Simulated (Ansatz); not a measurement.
Task: Each is relaxed and computed with DFT-PBE in the program Ansatz with PAW potentials. Which is the only metal?
A. InSb, P4_2/mmc (In on 2c, Sb on 2e)
B. MgO, P4_2/mmc (Mg on 2c, O on 2e)
C. TlBr, P4_2/mmc (Tl on 2c, Br on 2e)
D. Ca6Sb2PN, Fm-3m (Ca on 24e, Sb on 8c, P on 4a, N on 4b)

Result: A, InSb, P4_2/mmc (In on 2c, Sb on 2e). InSb: metal; MgO: gap 1.16 eV (indirect); TlBr: gap 2.07 eV (indirect); Ca6Sb2PN: gap 0.63 eV (direct). Constructed cells (a structure type filled with these elements, in neither database checked): InSb, P4_2/mmc (In on 2c, Sb on 2e); MgO, P4_2/mmc (Mg on 2c, O on 2e); TlBr, P4_2/mmc (Tl on 2c, Br on 2e). Typed or built starts, not in the databases checked: Ca6Sb2PN, Fm-3m (Ca on 24e, Sb on 8c, P on 4a, N on 4b). Not the usual ambient phase: InSb, P4_2/mmc (In on 2c, Sb on 2e); MgO, P4_2/mmc (Mg on 2c, O on 2e). Unstable at this level: MgO, P4_2/mmc (Mg on 2c, O on 2e). All cells were relaxed under the symmetry of their starts (and spin orders); stability against distortions was not tested throughout. Scalar-relativistic: spin–orbit coupling is off unless named, which matters more the heavier the elements.

Potentials: the later of the program's two PAW sets.
